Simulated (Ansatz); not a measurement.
## Sn$_{3}$Se (Fm-3m), clamped-ion strain scan

Method: DFT PBE, scalar-relativistic, plane waves, PAW in Ansatz. The runs took a 420 eV cutoff, a Γ-centred 12×12×12 mesh and Gaussian smearing (0.15 eV). No spin polarisation. Energies are free energies at this smearing, counted from the undisturbed cell; pressure is positive in compression.

Zero of the scan (relaxed at this level; with this scan's settings it stands at 0.1 GPa; it needn't be the usual structure):

```
Sn Se
1.0
     0.00000    3.72795    3.72795
     3.72795    0.00000    3.72795
     3.72795    3.72795    0.00000
Sn Se
3 1
Direct
  0.25000 0.25000 0.25000
  0.75000 0.75000 0.75000
  0.50000 0.50000 0.50000
  0.00000 0.00000 0.00000
```

The cell is strained by ε times the Voigt pattern (0, 0, 1, 0, 0, 0) (xx, yy, zz, yz, xz, xy; engineering shear) with fractional coordinates fixed. The cell is metallic on the mesh throughout.

```tsv
ε	ΔE (meV/atom)	stress summed along the pattern (GPa, tension positive)	pressure (GPa)
-0.1000	51.2	-7.13	7.4
-0.0750	27.4	-4.76	5.1
-0.0500	11.9	-2.98	3.2
-0.0250	3.0	-1.41	1.5
0.0000	0.0	-0.14	0.1
0.0250	1.7	0.96	-1.0
0.0500	7.7	1.99	-2.0
0.0750	17.5	2.86	-2.9
0.0875	23.7	3.24	-3.2
0.1000	30.6	3.59	-3.6
```

Cost: 10 runs of about 6.8 core-minutes in all, on Intel Xeon Processor @ 2.70GHz (shared hosts).